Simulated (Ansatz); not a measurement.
SrCaI₄ in space group P2/m (No. 10; Sr on 1a, Ca on 1f, I on 2m, I on 2n), the program Ansatz at the r²SCAN+D4 level (PAW). The conduction-band minimum lies at D, with 1 equivalent valley. Second derivatives d²E/dk² of the lowest band at one valley (eV·Å²), along Cartesian directions:

```
direction  d²E/dk²
---------  -------
[100]        4.243
[010]        11.04
[001]        18.34
[110]        7.640
[101]        12.04
[011]        14.66
```

Problem. Find the principal effective masses, the density-of-states mass and the conductivity mass.

Solution. Off-diagonal terms follow from H_xy = H[110] − (H_xx + H_yy)/2, and m*/mₑ = 7.620 eV·Å² over each eigenvalue: 0.41, 0.69, 1.8. One valley's DOS mass (m₁m₂m₃)^(1/3) = 0.80, conductivity mass 3/(Σ 1/mᵢ) = 0.68 mₑ.

Problem. What effective density of states Nc follows at 300 K for parabolic valleys?

Solution. Nc = 2.509e19 × 1 × (0.80)^(3/2) ≈ 1.8e19 cm⁻³.

The first step of the workflow began from a Materials Project structure, measured or hypothetical; the Crystallography Open Database copy checked does not list it. With Sr and Ca taken as one species the cell has the higher symmetry P-3m1, so it may be an ordered model of a mixed-site phase. Whether it is the stable phase at ambient conditions was not checked. Symmetry was held in the r²SCAN+D4 relaxation; whether a distortion lowers the energy is not shown. Scalar-relativistic: spin–orbit coupling is off unless named, which matters more the heavier the elements.

Potentials: the later of the program's two PAW sets.

Edges and masses are those of Kohn–Sham bands, whose gap is no quasiparticle gap.
